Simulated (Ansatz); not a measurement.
SiNi$_{3}$:
```cif
data_Ni3Si
_chemical_formula_sum 'Si1 Ni3'
_space_group_name_H-M_alt 'Pm-3m'
_space_group_IT_number 221
_space_group_name_Hall '-P 4 2 3'
_cell_length_a 3.50630
_cell_length_b 3.50630
_cell_length_c 3.50630
_cell_angle_alpha 90.000
_cell_angle_beta 90.000
_cell_angle_gamma 90.000
loop_
_atom_site_label
_atom_site_type_symbol
_atom_site_symmetry_multiplicity
_atom_site_Wyckoff_symbol
_atom_site_fract_x
_atom_site_fract_y
_atom_site_fract_z
_atom_site_occupancy
Si1 Si 1 a 0.00000 0.00000 0.00000 1
Ni1 Ni 3 c 0.00000 0.50000 0.50000 1
```

Relaxed with PBE.

**Question.** Which orbitals make up the states near the Fermi level in PBE (plane waves, PAW; program Ansatz)?

**Answer.** Within 0.5 eV of the Fermi level: Ni 3d 91 %. Projections are on Löwdin-orthogonalised atomic valence shells; empty p or d shells of many metals are not among them.

**Question.** Tabulate the density of states.

**Answer.** States/eV per cell of 4 atoms, in 0.25 eV bins, energy from the Fermi level.

```
E (eV)  total  Ni 3d  Si 3p  Ni 4s
------  -----  -----  -----  -----
-7.85    0.01   0.00   0.00   0.00
-7.60    0.17   0.01   0.08   0.07
-7.35    0.32   0.03   0.15   0.13
-7.10    0.45   0.05   0.21   0.17
-6.85    0.58   0.07   0.27   0.21
-6.60    0.75   0.11   0.34   0.25
-6.35    1.01   0.18   0.46   0.30
-6.10    1.42   0.31   0.62   0.37
-5.85    1.60   0.44   0.65   0.37
-5.60    1.42   0.44   0.58   0.29
-5.35    1.49   0.53   0.60   0.26
-5.10    1.97   0.83   0.72   0.30
-4.85    1.69   0.86   0.52   0.21
-4.60    1.27   0.72   0.36   0.13
-4.35    1.81   1.15   0.42   0.17
-4.10    3.28   2.09   0.87   0.25
-3.85    7.92   5.77   1.68   0.31
-3.60    4.90   3.68   0.33   0.75
-3.35    3.29   2.83   0.23   0.15
-3.10    6.80   6.21   0.21   0.23
-2.85    5.88   5.47   0.10   0.15
-2.60    5.23   4.79   0.12   0.13
-2.35    9.65   9.03   0.22   0.11
-2.10    7.15   6.49   0.30   0.09
-1.85    3.31   2.92   0.19   0.06
-1.60    6.02   5.72   0.09   0.08
-1.35   12.18  11.71   0.11   0.18
-1.10   12.85  12.18   0.15   0.28
-0.85    9.27   8.42   0.21   0.21
-0.60    6.96   6.01   0.16   0.22
-0.35    4.12   3.90   0.04   0.04
-0.10    3.55   3.50   0.03   0.00
0.15     0.81   0.67   0.11   0.01
0.40     1.26   0.92   0.27   0.03
0.65     3.21   2.23   0.73   0.14
0.90     2.22   1.34   0.61   0.13
1.15     1.67   0.87   0.54   0.12
1.40     1.42   0.65   0.49   0.11
1.65     1.27   0.53   0.45   0.10
1.90     1.16   0.44   0.43   0.10
2.15     1.10   0.38   0.41   0.10
2.40     1.08   0.35   0.41   0.10
2.65     1.02   0.31   0.40   0.11
2.90     0.94   0.26   0.37   0.12
3.15     0.85   0.22   0.33   0.12
3.40     0.88   0.21   0.36   0.14
3.65     0.80   0.17   0.33   0.12
3.90     0.65   0.13   0.26   0.11
4.15     0.96   0.20   0.20   0.40
4.40     1.01   0.19   0.17   0.46
4.65     0.99   0.16   0.15   0.45
```

The cell was relaxed with PBE under the symmetry of its start. No spin polarisation was allowed.

Potentials: the later of the program's two PAW sets.
